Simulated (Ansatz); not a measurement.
According to the program Ansatz at the r²SCAN level (PAW), NiGe in the orthorhombic phase (Pnma; Ni on 4c, Ge on 4c) relaxes to a = 5.276 Å, b = 3.468 Å, c = 5.817 Å. Against the elements it lies at -0.26 eV/atom, with no fitted shifts.

Electronic character: metallic (no gap). Gap from r²SCAN with spin–orbit coupling: none (metallic).

The bulk modulus is 146 GPa. The highest mode at Γ lies at 279 cm⁻¹. Bader charges are Ni -0.16, Ge +0.16 e.

The r²SCAN relaxation kept the symmetry of its start. The run is not spin-polarised. As this level gives no gap, phonon frequencies hold no LO–TO term and depend on the k-mesh and smearing (Fermi–Dirac, 0.1 eV here). The references are the lowest solids computed at this level, not always the standard phases. Spin–orbit coupling is left out wherever it is not named.

Potentials: the earlier of the program's two PAW sets. The files were generated under PBE; for other functionals the program regenerates the frozen cores, and for LDA and PBEsol the local potential too.
